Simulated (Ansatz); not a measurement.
Relaxed TiN (rock salt):

```xyz
4
Lattice="0.0000 4.2469 4.2469 2.1235 2.1235 4.2469 2.1235 2.1235 0.0000" Properties=species:S:1:pos:R:3 pbc="T T T"
N      0.0000     0.0000     0.0000
N      2.1235     4.2469     6.3704
Ti     2.1235     6.3704     6.3704
Ti     2.1235     4.2469     4.2469
```

A phonon eigenvector at X = (0.5, 0.5, 0.0) is frozen into this cell: atom i moves by Q times the vector below, so Q is the largest atomic displacement, in Å. The cell is held. (q is in reciprocal vectors of the primitive cell; the cell shown is doubled to hold the pattern.)

| atom | x | y | z |
|---|---|---|---|
| N1 | 0.000 | 0.000 | 1.000 |
| N2 | 0.000 | 0.000 | -1.000 |
| Ti3 | 0.000 | 0.000 | -0.058 |
| Ti4 | 0.000 | 0.000 | 0.058 |

All values below come from PBE (plane waves to 420 eV, PAW, scalar-relativistic; Ansatz, a first-principles code). k mesh 19×19×19 (Γ-centred), Fermi-Dirac smearing 0.05 eV. E stands for the smeared free energy. With partly filled bands, energies and forces of such displacements shift with the k mesh and the smearing. TiN is run without spin polarisation. TiN was relaxed with its symmetry unable to fall. ΔE is measured from the undisplaced structure. The last digit holds for this mesh only.

| Q (Å) | ΔE (meV/cell) |
|---|---|
| -0.1000 | 154.7 |
| -0.0833 | 107.2 |
| -0.0667 | 68.5 |
| -0.0500 | withheld |
| -0.0333 | 17.1 |
| -0.0167 | 4.3 |
| 0.0000 | 0.0 |
| 0.0167 | 4.3 |
| 0.0333 | 17.1 |
| 0.0500 | withheld |
| 0.0667 | 68.5 |
| 0.0833 | 107.2 |
| 0.1000 | 154.7 |

**Question.** Fit an even polynomial form (powers 2, 4) to the given rows and predict ΔE at Q = -0.0500.

**Answer.** Least squares on the 11 given rows: ΔE = (15370)·Q² + (10390)·Q⁴, in meV/cell with Q in Å; root-mean-square residual 0.05 meV/cell. At -0.0500 the fit gives 38.5 meV/cell; the calculation gives 38.5 meV/cell, the same to the digits shown. The quadratic term alone would give 38.4 meV/cell.

(For displaced atoms, the force is minus the slope of the energy, and its curvature is a force constant, which sets phonon frequencies.)
